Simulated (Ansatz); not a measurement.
Here is the system:

SiGe:
```cif
data_Ge4Si4
_chemical_formula_sum 'Si4 Ge4'
_space_group_name_H-M_alt 'Pmma'
_space_group_IT_number 51
_space_group_name_Hall '-P 2a 2a'
_cell_length_a 3.92503
_cell_length_b 3.92237
_cell_length_c 11.08215
_cell_angle_alpha 90.000
_cell_angle_beta 90.000
_cell_angle_gamma 90.000
loop_
_atom_site_label
_atom_site_type_symbol
_atom_site_symmetry_multiplicity
_atom_site_Wyckoff_symbol
_atom_site_fract_x
_atom_site_fract_y
_atom_site_fract_z
_atom_site_occupancy
Si1 Si 2 e 0.25000 0.00000 0.31971 1
Si2 Si 2 f 0.25000 0.50000 0.43974 1
Ge1 Ge 2 e 0.75000 0.00000 0.19505 1
Ge2 Ge 2 f 0.75000 0.50000 0.06479 1
```

This is the PBEsol-relaxed structure.

Task: All from PBEsol (plane waves, PAW; program Ansatz), unless another level is named. Estimate the smallest direct gap on the standard path.

Result: 0.33 eV.

Task: And the hole effective mass?

Result: 0.061, 0.24, 2.1 mₑ (principal values).

Task: What about the electron effective mass with spin–orbit coupling?

Result: 0.14, 0.27, 4.1 mₑ (principal values).

Task: Predict the band gap.

Result: 0.25 eV (indirect).

Task: And the gap with spin–orbit coupling?

Result: 0.20 eV.

Task: Next, the weight of the valence-edge state by species (Voronoi cells)?

Result: Ge 61 %, Si 39 %.

The start of the workflow was typed in or built on a structure type; neither database checked (COD, Materials Project) lists it. Its standing as an ambient phase is unchecked. The cell was relaxed with PBEsol under the symmetry of its start; of distortions, only those at the zone centre were tested. Scalar-relativistic: spin–orbit coupling is off unless named, which matters more the heavier the elements.

Potentials: the later of the program's two PAW sets.
